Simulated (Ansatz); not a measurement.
# Sn: energy along a strain

Sn, Immm, a = 3.461 Å, b = 3.644 Å, c = 3.974 Å. This isn't the element's structure at ambient conditions. Ansatz: PBEsol+D3(BJ), PAW, 420 eV, Γ-centred 24×24×24 mesh on 1 atom, Gaussian smearing 0.15 eV; no spin polarisation. Cell vectors (Å): -1.822 1.730 1.987; 1.822 -1.730 1.987; 1.822 1.730 -1.987. The cell is strained by x per cent times the pattern (0 0 1 0 0 0) in the order xx yy zz yz xz xy (engineering shears), with fractional coordinates held. y is the free energy over the start, V0 = 25.059 Å³/atom.

```tsv
x (%)	y (meV/atom)
-6.00	18.09
-4.50	9.31
-3.00	3.63
-1.50	0.65
0.00	0.00
1.50	1.47
3.00	4.79
4.50	?
5.25	12.84
6.00	16.26
```

Problem. Fit y = c1 x + c2 x² + c3 x³ to the other rows, get the stiffness along the pattern, and predict the missing energy.

Solution. Least squares on the rows shown. y = 0.31476 x + 0.47549 x² − 0.012971 x³. The clamped-ion stiffness p·C·p = 2 × 4.755 eV × 160.2 / 25.059 Å³ = 61 GPa, which is C33 in these axes; c1 is there for the stress left in the start, which by itself gives a slope of 0.30 meV/atom per %. At x = 4.50 the fit asked for gives 9.86 meV/atom. The run gave 9.78 meV/atom, so the fit is 0.08 meV/atom too high, within twice the rms miss on the fitted rows (0.06 meV/atom).

Cost: 10 runs of about 5.4 core-minutes in all, on Arm Neoverse V1 (shared hosts).